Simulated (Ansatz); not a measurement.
AlBO₃ (space group R-3c)

```cif
data_Al2B2O6
_chemical_formula_sum 'Al2 B2 O6'
_space_group_name_H-M_alt 'P 1'
_space_group_IT_number 1
_cell_length_a 5.25788
_cell_length_b 5.25788
_cell_length_c 5.25788
_cell_angle_alpha 50.375
_cell_angle_beta 50.375
_cell_angle_gamma 50.375
loop_
_space_group_symop_operation_xyz
  'x, y, z'
loop_
_atom_site_label
_atom_site_type_symbol
_atom_site_fract_x
_atom_site_fract_y
_atom_site_fract_z
_atom_site_occupancy
Al1 Al 0.50000 0.50000 0.50000 1
Al2 Al 0.00000 0.00000 0.00000 1
B1 B 0.75000 0.75000 0.75000 1
B2 B 0.25000 0.25000 0.25000 1
O1 O 0.75000 0.44126 0.05874 1
O2 O 0.25000 0.55874 0.94126 1
O3 O 0.05874 0.75000 0.44126 1
O4 O 0.94126 0.25000 0.55874 1
O5 O 0.44126 0.05874 0.75000 1
O6 O 0.55874 0.94126 0.25000 1
```

This relaxed cell (volume V₀) is scaled evenly in all directions, its shape held. The atoms relax within the cell's symmetry.

These are PBEsol (plane waves to 420 eV, PAW, scalar-relativistic; Ansatz, an electronic-structure program) values and carry that method's errors. k mesh 9×9×9 (Γ-centred), Fermi-Dirac smearing 0.05 eV. E stands for the smeared free energy. Compression counts positive. With the shape held, the modulus is that of even scaling; a crystal free to change shape is softer. AlBO3 was relaxed with its symmetry unable to fall. ΔE is measured from the relaxed starting cell.

The scan covers V/V₀ from 0.900 to 1.100 in 13 points.

Problem. What is the fitted pressure derivative B₀′?

Solution. 4.2.

Problem. What bulk modulus at fixed cell shape B₀ follows from a third-order Birch-Murnaghan fit?

Solution. 222 GPa.

(Under strain, the slope of the energy per volume gives the stress and its curvature an elastic modulus.)
